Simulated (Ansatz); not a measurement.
## Calculation log, LiGa (Fd-3m) (phonons)

Computed with PBEsol, all-electron LAPW in Ansatz 0.2.0, scalar-relativistic; not a measurement.

The cell is the relaxed one with its volume scaled by 0.985.

The structure is one entry of a database and needn't be the stable phase.

Command line:

```sh
ansatz run input.yaml --threads 1 --pin off --max-ram 3072MiB --backend cpu --events-out ev --progress --plain --runs-dir out
```

Input file:

```yaml
crystal:
  lattice:
    - [0.0, 3.06088588132, 3.06088588132]
    - [3.06088588132, 0.0, 3.06088588132]
    - [3.06088588132, 3.06088588132, 0.0]
  atoms:
    - { symbol: Li, position: [0.0, 0.0, 0.0] }
    - { symbol: Li, position: [0.25, 0.25, 0.25] }
    - { symbol: Ga, position: [0.5, 0.5, 0.5] }
    - { symbol: Ga, position: [0.75, 0.75, 0.75] }
kpoints:
  mp_grid: { grid: [8, 8, 8] }
scf:
  occupations: { method: fermi_dirac, width: 0.08 }
hamiltonian:
  xc: pbesol
  pseudopotentials: { kind: all_electron, lapw: { basis_error: 0.001 } }
phonons:
  supercell: [1, 1, 1]
```

The program printed:

```
Warning: RAYON_NUM_THREADS=1 ignored (pool sized by the plan → 1); use --threads N
LAPW: plane waves up to 8.660 Å⁻¹, error target 1.0e-3 eV per atom; small_component_spin mean_spin; Li in spheres of 1.286 Å, 3 of its electrons in bands, Dirac shells []; Ga in spheres of 1.286 Å, 21 of its electrons in bands, ...
Engine: ansatz 0.2.0, aarch64-unknown-linux-gnu
Pseudopotentials: kind: all_electron
Pseudopotential: Li, LAPW, valence charge 3, lapw/all_electron/scalar/gaussian/Li, Koelling and Harmon's equation, gaussian nucleus
Pseudopotential: Ga, LAPW, valence charge 21, lapw/all_electron/scalar/gaussian/Ga, Koelling and Harmon's equation, gaussian nucleus
Functional definition: PBEsol
  exchange = pbesol_x
  correlation = pbesol_c
Crystal: 4 atoms, lattice volume = 57.355 Å³
Basis set: ecut = 285.75887727286795 eV, 609 PW (Γ), exchange–correlation at level 2
Bands: 29, of which v1, the nominal top of the filled ones, is band 24 counted from 1 (23 counted from 0)
Symmetry: 48 space group operations
k-points: 29 of 512
Non-local potential: Li, projectors of the file, none
Non-local potential: Ga, projectors of the file, none
[... 47 lines left out ...]
Internal energy: -106127.436455 eV  (E = F + TS)
E sigma→0 (E₀):  -106127.444398 eV
Entropy (-TS):   -0.015884 eV (-3.971 meV/atom)
Fermi energy:    9.912894 eV
--- Per-component energies (eV) ---
  E_band       = -1773.331780
  E_kinetic    = 108192.052316
  E_xc         = -4138.552259
  E_electrostatic = -210180.936513  (all electrons and nuclei)
  E_smearing   = -0.015884  (= −TS)
  E_closure    = 0.000000  (closes the sum)
  Σ components = -106127.452340   (vs F -106127.452340, Δ=0.00e0)
  Basis errors (estimates in eV, not in F): energy 1.4e-4 per atom: plane waves 1.2e-4 (6.6e-5 summed), levels above the bands 2.2e-22, relativity 3.8e-9, radial functions 1.8e-5, core shells 3.3e-11; eigenvalues (radial ...
--- Forces (eV/Å), atoms counted from 1 ---
  atom   1  Li     0.00000000    -0.00000000     0.00000000
  atom   2  Li     0.00000000    -0.00000000     0.00000000
  atom   3  Ga    -0.00000000     0.00000000     0.00000000
  atom   4  Ga     0.00000000    -0.00000000    -0.00000000
  max |Σ_I F_I| component: 1.16e-17 eV/Å
--- Phonons: 2 displaced members + reference (amplitude 0.01 Å, Σ member SCF iterations 14) ---
  symmetry images taken by strict's conditions (phonons.symmetry_images: auto; settled by no image being taken that strict refuses)
  ASR residual: 1.140e-3 → 0.000e0 eV/Å²; symmetrization residual: 3.913e-4 eV/Å²
  largest component of a force at the reference: 9.8e-18 eV/Å
  ASR residual per site (eV/Å²): 5.40e-4 5.40e-4 1.14e-3 1.14e-3
  Γ frequencies (cm⁻¹): 0.00 0.00 0.00 175.01 175.01 175.01 257.61 257.61 257.61 372.15 372.15 372.15
  density of states and harmonic sums: on the 17×17×17 q-mesh, interpolated from the force constants of a 1×1×1 supercell (no non-analytic term)
  largest difference from the sums on the solved wave vectors: F 5.15e-1 eV, S 7.73e-4 and C_V 2.58e-4 eV/K
```

The run converged.

Zone-centre phonons:

Harmonic phonons of a crystal by Kohn-Sham DFT at the given cell, standard atomic masses, acoustic sum rule imposed; negative wavenumbers are unstable modes; optical zone-centre levels upwards with Mulliken labels, activity, and the element with most of the kinetic energy.

| Property | Result |
| --- | --- |
| Point group | m-3m |

```csv
number,phonon wavenumber (cm⁻¹),label,infrared,raman,lead element
1,175,T2g,no,yes,Ga
2,257.6,T1u,yes,no,Li
3,372.1,T2g,no,yes,Li
```

Known limits: responses of metals move with mesh and smearing; cell scaled away from its relaxed volume; zone-boundary modes aren't tested; activity by symmetry alone, a metal screens infrared modes.

It took 2.6 min on 1 thread of Arm Neoverse V1, with other jobs on the host, peak memory 0.54 GiB.
